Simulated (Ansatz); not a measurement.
Values for one crystal, relaxed and computed with plane-wave PAW PBEsol (Ansatz code); other levels are named.

```yaml
volume_per_atom: 10.75 Å³
electronic_character: metallic (no gap)
Density of states at the Fermi level: 0.83 states/eV per atom (mean over ±0.08 eV)
Formation energy from the elements (no fitted shifts): 0.013 eV/atom
Pressure derivative B′: 4.1
Bulk modulus (Birch–Murnaghan fit): 204 GPa
```

Question: Pick the material that matches.
(A) FeNi, R-3m (Fe on 3a, Ni on 3b)
(B) TiAl, R-3m (Al on 3a, Ti on 3b)
(C) BeNi, CsCl type
(D) GaFe3, Cu3Au type

Answer: A, FeNi, R-3m (Fe on 3a, Ni on 3b)

The first step of the workflow began from a Materials Project structure, measured or hypothetical; the Crystallography Open Database copy checked does not list it. COD files the formula under space group No. 123. With Fe and Ni taken as one species the cell has the higher symmetry Fm-3m, so it may be an ordered model of a mixed-site phase. Whether it is the stable phase at ambient conditions was not checked. The cell was relaxed with PBEsol under the symmetry of its start; its stability against distortions is not shown here. Magnetic state: ferromagnetic, chosen from 5 collinear starts compared on coarse meshes (ties went to the first, and starts can fall back to one state), not a proven ground state. The references are the lowest solids computed at this level, not always the standard phases.

Potentials: the later of the program's two PAW sets.
